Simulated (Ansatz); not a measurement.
GaN:
```yaml
crystal:
  lattice:
    - [-1.42642, 1.42642, 2.46910]
    - [1.42642, -1.42642, 2.46910]
    - [1.42642, 1.42642, -2.46910]
  atoms:
    - { symbol: Ga, position: [0.75625, 0.75625, 0.00000] }
    - { symbol: N, position: [0.35875, 0.35875, 0.00000] }
```

Relaxed with r²SCAN. Independent-particle spectrum: no excitons, no local fields, no scissors shift; 0.1 eV broadening; ε₁ of the summed bands alone.

Task: Tabulate the dielectric function from plane-wave PAW r²SCAN (Ansatz code).

Result: 

```tsv
E (eV)	ε₁ xx	ε₂ xx	ε₁ zz	ε₂ zz
0.0	6.85	0.00	6.24	0.00
0.4	6.87	0.00	6.26	0.00
0.8	6.94	0.00	6.32	0.00
1.2	7.06	0.00	6.43	0.00
1.6	7.25	0.00	6.60	0.00
2.0	7.53	0.00	6.88	0.00
2.4	7.99	0.00	7.43	0.03
2.8	8.75	0.55	7.78	0.72
3.2	8.91	1.01	8.01	0.97
3.6	9.35	1.33	8.79	1.99
4.0	9.99	1.85	8.21	2.79
4.4	11.03	2.56	7.97	3.16
4.8	12.20	4.80	7.90	3.51
5.2	11.34	8.21	7.91	3.95
5.6	8.91	10.05	7.91	4.40
6.0	5.80	10.22	8.26	4.68
6.4	5.51	9.19	10.08	5.79
6.8	4.66	10.46	7.88	11.47
7.2	1.05	9.66	1.73	11.54
7.6	1.52	7.74	1.20	7.98
8.0	1.22	7.62	0.59	7.07
8.4	1.88	7.55	1.17	5.63
8.8	-0.74	8.19	1.94	5.53
9.2	-0.80	6.05	2.36	5.94
9.6	-1.17	6.48	1.10	7.02
10.0	-0.51	4.93	3.41	6.75
10.4	-1.14	6.62	-1.45	8.75
10.8	-1.83	4.36	-2.42	5.73
11.2	-1.38	3.63	-2.02	4.44
11.6	-0.51	3.08	-1.07	3.81
12.0	0.34	3.66	-1.28	3.74
```

Task: From ε at 4.4 eV (xx: 11.03 + 2.56i), find n, k, the normal reflectivity and the absorption coefficient.

Result: n = 3.34, k = 0.383, R = 30 %, α = 2kE/ħc = 170000 cm⁻¹.

With all bands, ε∞ without local fields is 6.99 (xx = yy), 6.38 (zz). DFPT, with local fields, gives 7.14 (xx = yy), 6.48 (zz).

Space group I4mm. The first step of the workflow began from a Materials Project structure, measured or hypothetical; the Crystallography Open Database copy checked does not list it. It is not the phase usual at ambient conditions (space group No. 186, 216). Symmetry was held in the r²SCAN relaxation; whether a distortion lowers the energy is not shown. Scalar-relativistic: spin–orbit coupling is off unless named, which matters more the heavier the elements.

Potentials: the later of the program's two PAW sets.
